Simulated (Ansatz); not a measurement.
Computed properties of Cu

Cu:
```
Cu
1.0
    0.00000     2.67714     2.67714
    2.67714     0.00000     2.67714
    2.67714     2.67714     0.00000
Cu
2
Direct
  0.00000   0.00000   0.00000
  0.25000   0.25000   0.25000
```

Space group Fd-3m (No. 227), diamond; conventional cell a = 5.3543 Å, b = 5.3543 Å, c = 5.3543 Å, α = 90.00°, β = 90.00°, γ = 90.00°.

Method: plane-wave PAW PBE (Ansatz code). Structure relaxed to zero pressure with the same functional. Other levels are named where they apply.

**Cell and energy**

- Volume per atom: 19.19 Å³
- Density: 5.50 g/cm³

**Electronic structure**

- Electronic character = metallic (no gap)
- Density of states at the Fermi level = 0.42 states/eV per atom (mean over ±0.08 eV)

**Mechanics**

- Bulk modulus (Birch–Murnaghan fit) = 54.4 GPa
- Pressure derivative B′ = 4.9

The start of the workflow was typed in or built on a structure type; neither database checked (COD, Materials Project) lists it. It is not the phase usual at ambient conditions (space group No. 225). Symmetry was held in the PBE relaxation; its stability against distortions is not shown here. No spin polarisation was allowed.

Potentials: the later of the program's two PAW sets.
